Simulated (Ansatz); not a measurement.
**Structure relaxation, BAs**

The start is a generated cell, BAs built in the zincblende structure type. The cell and all atomic positions are relaxed at zero pressure with PBEsol (plane waves to 420 eV, PAW, scalar-relativistic; Ansatz, a first-principles code). The first steps use a coarse 8×8×8 k-mesh.

Starting cell:
```
CELL_PARAMETERS angstrom
      0.00000     2.42296     2.42296
      2.42296     0.00000     2.42296
      2.42296     2.42296     0.00000
ATOMIC_POSITIONS crystal
  As 0.75000 0.75000 0.75000
  B  0.00000 0.00000 0.00000
```

| Item | Value |
|---|---|
| Energy released | 0.014 eV/atom |
| Volume change | -4.8 %, from 14.22 to 13.55 Å³/atom |
| Shortest distances (start → end) | The closest pairs of elements (up to four, under 3.6 Å), start → end: As–B 2.10 → 2.06 Å; As–As 3.43 → 3.37 Å; B–B 3.43 → 3.37 Å |
| Band gap at the end | 1.08 eV, indirect (valence top at Γ, conduction bottom at 82 % of the way from Γ to X) (no spin-orbit coupling) |
| Optimiser moves | 4 |

Final structure:

```cif
data_As4B4
_chemical_formula_sum 'As4 B4'
_space_group_name_H-M_alt 'F-43m'
_space_group_IT_number 216
_space_group_name_Hall 'F -4 2 3'
_cell_length_a 4.76772
_cell_length_b 4.76772
_cell_length_c 4.76772
_cell_angle_alpha 90.000
_cell_angle_beta 90.000
_cell_angle_gamma 90.000
loop_
_atom_site_label
_atom_site_type_symbol
_atom_site_symmetry_multiplicity
_atom_site_Wyckoff_symbol
_atom_site_fract_x
_atom_site_fract_y
_atom_site_fract_z
_atom_site_occupancy
As1 As 4 c 0.25000 0.25000 0.25000 1
B1 B 4 a 0.00000 0.00000 0.00000 1
```
(The calculation used a cell of 2 atoms; values per cell refer to that cell.)

Final values are on a 12×12×12 k-mesh of the relaxed cell. No spin polarisation in the result.

The run could not lose the symmetry of its start; a randomly shaken copy of 2 atoms returns to this structure.

All atoms sit on sites fixed by symmetry, so only the cell could relax.
